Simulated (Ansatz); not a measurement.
**Structure relaxation, Co$_{2}$Si**

The start is a relaxed Co2Si cell shaken by Gaussian noise of σ = 0.08 Å a coordinate. The cell and all atomic positions are relaxed at zero pressure with r2SCAN (plane waves to 500 eV, PAW, scalar-relativistic; Ansatz, an electronic-structure program). The first steps use a coarse 4×5×3 k-mesh.

The start:
```
Co2Si
1.0
    4.85225     0.00000     0.00000
    0.00000     3.70413     0.00000
    0.00000     0.00000     6.96671
Co Si
8 4
Direct
  0.53694   0.27501   0.77234
  0.04357   0.24402   0.72693
  0.44524   0.74324   0.21757
  0.95311   0.78457   0.28254
  0.16503   0.28354   0.07114
  0.70904   0.26212   0.44435
  0.83532   0.75608   0.91365
  0.35108   0.75295   0.55894
  0.73893   0.22767   0.10761
  0.22493   0.26524   0.38972
  0.29644   0.72824   0.90391
  0.75971   0.73656   0.60784
```
Spin-polarised start, with parallel moments on Co.

```yaml
initial_pressure: "+8 GPa (positive: the cell is compressed)"
largest_initial_force: about 3.7 eV/Å, on Si12 (atoms numbered as listed)
Shortest distances (start → end): "The closest pairs of elements (up to four, under 3.6 Å), start → end: Co–Si 2.01 → 2.27 Å; Co–Co 2.41 → 2.46 Å; Si–Si 3.05 → 3.06 Å"
moments_at_the_end: net 0.50 μB/atom, ferromagnetic
optimiser_moves: 10
```

The end point of the relaxation:

Space group Pnma (No. 62); a = 4.852 Å, b = 3.704 Å, c = 6.967 Å, α = 90.00°, β = 90.00°, γ = 90.00°

| atom | site | symmetry | x | y | z |
|---|---|---|---|---|---|
| Co | 4c | .m. | 0.0354 | 0.2500 | 0.2210 |
| Co | 4c | .m. | 0.1726 | 0.2500 | 0.5633 |
| Si | 4c | .m. | 0.2010 | 0.2500 | 0.8961 |

Final values are on a 8×10×6 k-mesh of the relaxed cell. Spin state reached: ferromagnetic (net 0.50 μB/atom), from parallel starting moments; other spin orders were not run from this start. r2SCAN tends to overstate moments in metals.
